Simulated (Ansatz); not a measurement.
## V started on a Mg site in antifluorite Mg2Si, 96 atoms, charge +2

The calculation used DFT, PBEsol, PAW, plane waves (Ansatz 0.2.0).

Command:

```sh
ansatz run in.yaml --threads 8 --pin off --max-ram 118750MiB --runs-dir r --events-out ev --progress --plain --backend cuda --devices 0, --max-vram 170GiB
```

The input less its lattice and atoms (starting moments on atoms near the defect: 3 μB in all):

```yaml
crystal:
  symmetry: { detect: false }
kpoints:
  mp_grid: { grid: [1, 1, 1], shift: [0.25, 0.25, 0.25] }
hamiltonian:
  xc: pbesol
total_charge: 2
magnetization:
  spin_polarized: true
scf:
  occupations: { method: fermi_dirac, width: 0.01 }
relax:
  f_tol: 0.03
  max_steps: 80
  escape_saddle: false
  adjacent_minimum: "off"
output:
  forces: true
  eigenvalues: true
  populations: true
  charged_corrections: { epsilon: 19 }
```

Start:

```
Mg V Si
1.0
    12.64950    0.00000    0.00000
     0.00000   12.64950    0.00000
     0.00000    0.00000   12.64950
Mg V Si
63 1 32
Direct
  0.37361 0.12560 0.12155
  0.37408 0.12484 0.62683
  0.37487 0.62263 0.12675
  0.87594 0.12229 0.12225
  0.87562 0.12359 0.62400
  0.87420 0.62459 0.12408
  0.87571 0.62253 0.62166
  0.12612 0.37279 0.12299
  0.12430 0.37688 0.62351
  0.12330 0.87310 0.12512
  0.12429 0.87692 0.62608
  0.62740 0.37405 0.12741
  0.62477 0.37797 0.62401
  0.62292 0.87262 0.12472
  0.62297 0.87575 0.62611
  0.12478 0.12388 0.37606
  0.12149 0.12678 0.87525
  0.12660 0.62472 0.37709
  0.12412 0.62565 0.87643
  0.62448 0.12401 0.37467
  0.62712 0.12795 0.87682
  0.62539 0.62465 0.37538
  0.62440 0.62642 0.87476
  0.12266 0.12436 0.12394
  0.12504 0.12663 0.62291
  0.12682 0.62287 0.12577
  0.12732 0.62403 0.62417
  0.62478 0.12463 0.12321
  0.62572 0.12128 0.62669
  0.62710 0.62511 0.12810
  0.62624 0.62699 0.62586
  0.37734 0.37700 0.37759
  0.37851 0.37292 0.87645
  0.37322 0.87518 0.37334
  0.37445 0.87525 0.87367
  0.87570 0.37707 0.37430
  0.87372 0.37348 0.87686
  0.87400 0.87521 0.37785
  0.87426 0.87256 0.87794
  0.37662 0.37428 0.12168
  0.37437 0.37277 0.62795
  0.37574 0.87057 0.12564
  0.37117 0.87099 0.62491
  0.87559 0.37646 0.12397
  0.87721 0.37389 0.62295
  0.87344 0.87505 0.12611
  0.87500 0.87482 0.62431
  0.37094 0.12672 0.37490
  0.37214 0.12558 0.87600
  0.37887 0.62432 0.37872
  0.37509 0.62638 0.87268
  0.87501 0.12284 0.37355
  0.87442 0.12236 0.87533
  0.87497 0.62619 0.37503
  0.87626 0.62567 0.87389
  0.12348 0.37455 0.37636
  0.12297 0.37587 0.87496
  0.12700 0.87436 0.37494
  0.12509 0.87785 0.87592
  0.62331 0.37298 0.37489
  0.62454 0.37511 0.87407
  0.62632 0.87414 0.37808
  0.62387 0.87407 0.87471
  0.37315 0.62502 0.62529
  0.00141 0.00009 0.00175
  0.00067 0.00291 0.49985
  0.99854 0.49992 0.00022
  0.99757 0.49774 0.50109
  0.49847 0.99859 0.00011
  0.49840 0.99755 0.50369
  0.50023 0.50265 0.00027
  0.50057 0.50054 0.49731
  0.25153 0.24977 0.99918
  0.25193 0.24860 0.49979
  0.24943 0.74825 0.99619
  0.25126 0.75062 0.49945
  0.74845 0.25093 0.00194
  0.75117 0.25079 0.49849
  0.74816 0.74919 0.99963
  0.75400 0.74913 0.49880
  0.24916 0.99602 0.24557
  0.25068 0.00089 0.74711
  0.24901 0.49675 0.24867
  0.24931 0.50145 0.75101
  0.75001 0.99935 0.25051
  0.74741 0.00136 0.75100
  0.75060 0.49915 0.25048
  0.75083 0.50036 0.75158
  0.99768 0.24806 0.24940
  0.00134 0.25068 0.74923
  0.99999 0.74946 0.25188
  0.99776 0.74962 0.75039
  0.50141 0.24731 0.25275
  0.50040 0.25086 0.75024
  0.50071 0.74989 0.25063
  0.49990 0.74927 0.75130
```

Steps:

```json
{"step": "start", "energy less the first (eV)": "0.000", "largest force component (eV/Å)": "0.977"}
{"step": "1", "energy less the first (eV)": "-0.722", "largest force component (eV/Å)": "0.215"}
{"step": "2", "energy less the first (eV)": "-0.833", "largest force component (eV/Å)": "0.044"}
{"step": "3", "energy less the first (eV)": "-0.838", "largest force component (eV/Å)": "0.025"}
```

End:

```
Mg V Si
1.0
    12.64950    0.00000    0.00000
     0.00000   12.64950    0.00000
     0.00000    0.00000   12.64950
Mg V Si
63 1 32
Direct
  0.37507 0.12505 0.12544
  0.37490 0.12467 0.62521
  0.37491 0.62471 0.12524
  0.87509 0.12484 0.12540
  0.87521 0.12501 0.62533
  0.87523 0.62489 0.12546
  0.87489 0.62474 0.62523
  0.12480 0.37476 0.12492
  0.12472 0.37444 0.62269
  0.12487 0.87500 0.12572
  0.12479 0.87504 0.62784
  0.62516 0.37458 0.12575
  0.62533 0.37452 0.62785
  0.62551 0.87525 0.12466
  0.62550 0.87522 0.62228
  0.12494 0.12447 0.37516
  0.12486 0.12519 0.87551
  0.12482 0.62215 0.37492
  0.12471 0.62734 0.87544
  0.62535 0.12526 0.37504
  0.62548 0.12415 0.87566
  0.62532 0.62741 0.37481
  0.62548 0.62170 0.87562
  0.12381 0.12464 0.12504
  0.12496 0.12459 0.62508
  0.12497 0.62457 0.12512
  0.12295 0.62459 0.62506
  0.62548 0.12451 0.12501
  0.62456 0.12456 0.62491
  0.62454 0.62453 0.12495
  0.62615 0.62435 0.62471
  0.37247 0.37434 0.37471
  0.37769 0.37461 0.87527
  0.37762 0.87488 0.37508
  0.37204 0.87536 0.87579
  0.87475 0.37468 0.37514
  0.87552 0.37467 0.87543
  0.87552 0.87497 0.37493
  0.87441 0.87525 0.87563
  0.37472 0.37476 0.12498
  0.37491 0.37280 0.62488
  0.37471 0.87434 0.12510
  0.37461 0.87582 0.62498
  0.87473 0.37363 0.12496
  0.87490 0.37479 0.62506
  0.87478 0.87521 0.12502
  0.87483 0.87440 0.62481
  0.37487 0.12452 0.37522
  0.37469 0.12464 0.87476
  0.37497 0.62450 0.37333
  0.37463 0.62449 0.87633
  0.87484 0.12446 0.37410
  0.87487 0.12456 0.87572
  0.87496 0.62450 0.37523
  0.87475 0.62450 0.87475
  0.12411 0.37380 0.37420
  0.12640 0.37616 0.87318
  0.12645 0.87270 0.37665
  0.12403 0.87523 0.87568
  0.62304 0.37619 0.37664
  0.62558 0.37372 0.87566
  0.62558 0.87534 0.37419
  0.62240 0.87205 0.87257
  0.37494 0.62472 0.62506
  0.99984 0.99970 0.00028
  0.00075 0.99871 0.50055
  0.00073 0.50016 0.99913
  0.99968 0.49988 0.50041
  0.49966 0.99853 0.99903
  0.49968 0.99965 0.50051
  0.49963 0.49999 0.00019
  0.49048 0.50892 0.50937
  0.25040 0.25058 0.99913
  0.25020 0.24939 0.50028
  0.25025 0.74938 0.00014
  0.25916 0.74018 0.50941
  0.75000 0.24958 0.00019
  0.74899 0.25054 0.50055
  0.74881 0.74944 0.99898
  0.75002 0.74940 0.50036
  0.25037 0.99872 0.25094
  0.25023 0.99974 0.74991
  0.25014 0.49987 0.24985
  0.25920 0.50897 0.74056
  0.75002 0.99981 0.25000
  0.74879 0.99863 0.74989
  0.74897 0.50010 0.25090
  0.74994 0.49997 0.74988
  0.99981 0.24960 0.25008
  0.00094 0.25064 0.75006
  0.00096 0.74958 0.25116
  0.99968 0.74951 0.74988
  0.49991 0.25061 0.25117
  0.49971 0.24949 0.74985
  0.49969 0.74948 0.24995
  0.48970 0.73935 0.73980
```

The calculation finished and met its thresholds.

Time: 6.6 s of wall time on one NVIDIA GB200 with 8 processor threads, on a host shared with other runs; peak host memory 2.3 GiB.

**Question.** How much energy did the relaxation gain, and which atom moved most?

**Answer.** 0.84 eV in 3 steps, from a start with small random displacements; atom 96 (Si) moved 0.23 Å, the median atom 0.04 Å (drift of the whole cell removed).

The moment started at 3 μB and ended at 1.0 μB; no other spin state is shown. The one k point has no symmetry partners, which can distort the end along one axis.
